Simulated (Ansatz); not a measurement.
BN:
```
BN
1.0
    2.48324     0.00000     0.00000
   -1.24162     2.15055     0.00000
    0.00000     0.00000     4.00409
B N
2 2
Direct
  0.00000   0.00000   0.00000
  0.00000   0.00000   0.50000
  0.33333   0.66667   0.25000
  0.66667   0.33333   0.75000
```

Tensor components refer to the Cartesian frame of this cell.

Problem. Give the high-frequency dielectric tensor and the Born effective charge tensors of the independent atoms from DFPT, DFT-PBEsol in the program Ansatz with PAW potentials.

Solution. 
ε∞:
```
8.04  0.00  0.00
0.00  8.04  0.00
0.00  0.00  9.24
```
Z* of atom 1 (B), rows: field, columns: displacement, in e:
```
3.34  0.00  0.00
0.00  3.34  0.00
0.00  0.00  3.98
```
Z* of atom 3 (N), rows: field, columns: displacement, in e:
```
-3.34   0.00   0.00
 0.00  -3.34   0.00
 0.00   0.00  -3.98
```

Space group P6_3/mmc (NiAs type). The cell is a constructed one: a structure type filled with these elements. Its sites differ from those of the usual phase in this space group: another stacking or structure type. The cell was relaxed with PBEsol under the symmetry of its start. At this level the phase is dynamically unstable (imaginary phonons). Its formation energy is positive at this level, so the cell may be metastable or incomplete.

Potentials: the later of the program's two PAW sets.
